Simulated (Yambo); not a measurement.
MgTiF6 (space group R-3, No. 148): one transition space (4×4×4 mesh, 18 valence and 7 conduction bands, Tamm-Dancoff) with different kernels in Yambo, on PBEsol orbitals; field along x. BSE alone uses the static screening with 70 bands and a 3 Ry block; its scissor and those of RPA and TDDFT come from G0W0, that of the TDHF-type run from bare exchange. Axes are Cartesian, with cell vectors (Å) (2.61, 1.51, 4.44), (-2.61, 1.51, 4.44), (0.00, -3.01, 4.44).

```tsv
kernel	scissor (eV)	direct gap with it (eV)	lowest state (eV)
BSE (screened electron-hole attraction)	4.70	9.59	?
TDHF-type (unscreened attraction, exchange-only scissor)	16.14	21.02	?
RPA (no attraction)	4.70	9.59	9.59 (dark)
```

Q: Complete the blanks.

A: 
- BSE (screened electron-hole attraction), lowest state (eV): 6.06 (dark)
- TDHF-type (unscreened attraction, exchange-only scissor), lowest state (eV): 13.97 (dark)

RPA leaves the lowest state at the direct gap: no bound exciton. These are vertical excitations (zero momentum). Spin singlets only. Strong means a line over 3 % of the spectrum's maximum, dark under 0.03 %. Absolute energies carry the error of the G0W0 scissor, whose convergence isn't established; the long-wavelength screening was taken along (1,1,1) although the crystal is anisotropic. Convergence of the binding with the mesh was not shown.

Geometry of the Materials Project entry, not relaxed at this level; primitive cell a = 5.369 Å, b = 5.369 Å, c = 5.369 Å, α = 58.13°, β = 58.13°, γ = 58.13°.

The structure is a Materials Project entry; no match was found in the copy of COD used, and its stability was not checked.
